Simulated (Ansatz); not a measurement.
# Rb: tetragonal deformation path

Method: DFT PBEsol, scalar-relativistic, plane waves, PAW (Ansatz 0.2.0). Settings: plane waves to 420 eV, k-mesh 14×14×14 (Γ-centred), Gaussian smearing 0.15 eV. No spin polarisation. Energies are free energies at this smearing, counted from the undisturbed cell; pressure is positive in compression.

Zero of the scan (as given, not relaxed at this level; it stands at -0.2 GPa; this form isn't the usual structure):

```yaml
crystal:
  lattice:
    - [-2.95451, 2.95451, 2.73085]
    - [2.95451, -2.95451, 2.73085]
    - [2.95451, 2.95451, -2.73085]
  atoms:
    - { symbol: Rb, position: [0.00000, 0.00000, 0.00000] }
```

At fixed volume and fractional coordinates, lengths along (0.000, 0.000, 1.000) are scaled against those across it; ρ is that ratio over its starting value. The cell is metallic on the mesh throughout. At ρ = 1.082 the cell becomes cubic (Im-3m), and there the slope of the energy vanishes by symmetry.

**Question.** Over the sampled range (0.800 to 1.300), is the undisturbed cell the lowest point?

**Answer.** No: the energy is lower at ρ = 1.100, -0.6 in ΔE (meV/atom).

The scan:

```
    ρ  ΔE (meV/atom)
0.800           21.0
0.850           10.8
0.920            3.2
0.960            1.1
1.000            0.0
1.050           -0.6
1.100           -0.6
1.200           -0.3
1.300           -0.6
```